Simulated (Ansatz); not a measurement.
Relaxed-ion elastic tensor of ZnSnO3 in space group R-3 (No. 148; Zn on 6c, Sn on 6c, O on 18f) in GPa (Voigt order), the program Ansatz at the PBEsol level (PAW); density 6.76 g/cm³, 11.41 Å³ per atom.

```
       1      2     3      4      5     6
-  -----  -----  ----  -----  -----  ----
1    294    150  99.1   16.0  -16.4   0.0
2    150    294  99.1  -16.0   16.4   0.0
3   99.1   99.1   214    0.0    0.0   0.0
4   16.0  -16.0   0.0   27.8    0.0  16.4
5  -16.4   16.4   0.0    0.0   27.8  16.0
6    0.0    0.0   0.0   16.4   16.0  71.7
```

Is the crystal mechanically stable?

Yes: the smallest eigenvalue of C is 18.0 GPa.

Work out the Voigt, Reuss and Hill averages.

K_V = 166, K_R = 158, K_H = 162; G_V = 55.6, G_R = 33.6, G_H = 44.6 GPa.

Give Young's modulus, Poisson's ratio, Pugh's ratio and the universal anisotropy index.

E = 9KG/(3K + G) = 123 GPa; ν = 0.37; K/G = 3.64 (ductile by the Pugh limit of 1.75); A_U = 5G_V/G_R + K_V/K_R − 6 = 3.33.

Estimate the sound speeds and the Debye temperature.

v_l = √((K + 4G/3)/ρ) = 5730 m/s, v_t = √(G/ρ) = 2570 m/s, mean 2900 m/s; Θ = (h/k)(3n/4πV)^(1/3) v_m = 383 K.

Solve the Christoffel equation for the three sound speeds along x, y, z.

Eigenvalues of C_ijkl n_j n_l equal ρv². In km/s, slowest first: x 1.79, 3.37, 6.60; y 1.78, 3.38, 6.60; z 2.03, 2.03, 5.62.

How much does each axis shrink under pressure?

Linear compressibilities β_i = Σ_j S_ij (j = 1 to 3): x 1.5, y 1.5, z 3.3 per TPa.

The workflow started from a Materials Project entry (that database holds measured and hypothetical structures alike); the Crystallography Open Database copy checked does not list it. Its standing as an ambient phase is unchecked. The cell was relaxed with PBEsol under the symmetry of its start; its stability against distortions is not shown here. Spin–orbit coupling is left out wherever it is not named.

Potentials: the later of the program's two PAW sets.
